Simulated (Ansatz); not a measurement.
Relaxed AlN (wurtzite):

```xyz
8
Lattice="3.1303 0.0000 0.0000 -1.5651 2.7109 0.0000 0.0000 0.0000 10.0360" Properties=species:S:1:pos:R:3 pbc="T T T"
Al     1.5651     0.9036     0.0169
Al     1.5651     0.9036     5.0349
Al     0.0000     1.8073     2.5259
Al     0.0000     1.8073     7.5439
N      1.5651     0.9036     3.1203
N      1.5651     0.9036     8.1383
N      0.0000     1.8073     0.6113
N      0.0000     1.8073     5.6293
```

The atoms are displaced by Q × the pattern below (from a DFPT mode at A = (0.0, 0.0, 0.5), largest move 1; Q in Å), at fixed cell. It is one choice among 4 degenerate patterns. (q is in reciprocal vectors of the primitive cell; the cell shown is doubled to hold the pattern.)

```
atom      x       y      z
----  -----  ------  -----
Al1   0.000   0.044  0.000
Al2   0.000  -0.044  0.000
Al3   0.000   0.499  0.000
Al4   0.000  -0.499  0.000
N5    0.000  -1.000  0.000
N6    0.000   1.000  0.000
N7    0.000  -0.195  0.000
N8    0.000   0.195  0.000
```

Level of theory: PBE (plane waves to 420 eV, PAW, scalar-relativistic; Ansatz, an electronic-structure program). k mesh 12×12×4 (Γ-centred), Fermi-Dirac smearing 0.05 eV. The energy includes the smearing's −TS. AlN was relaxed with its symmetry unable to fall. The zero of ΔE is the undisplaced structure.

```
Q (Å)   ΔE (meV/cell)
------  -------------
-0.180       withheld
-0.150            758
-0.120            477
-0.090            265
-0.060            117
-0.030             29
0.000               0
0.030              29
0.060             117
0.090             265
0.120             477
0.150             758
0.180        withheld
```

Task: Fit an even polynomial form (powers 2, 4) to the given rows and predict ΔE at Q = 0.180.

Result: Least squares on the 11 given rows: ΔE = (32170)·Q² + (67470)·Q⁴, in meV/cell with Q in Å; root-mean-square residual 0.2 meV/cell. At 0.180 the fit gives 1113 meV/cell; the calculation gives 1113 meV/cell, the same to the digits shown. The quadratic term alone would give 1042 meV/cell.

(A displaced cell: forces are minus the slopes of the energy, force constants its curvatures, and phonons follow from these.)
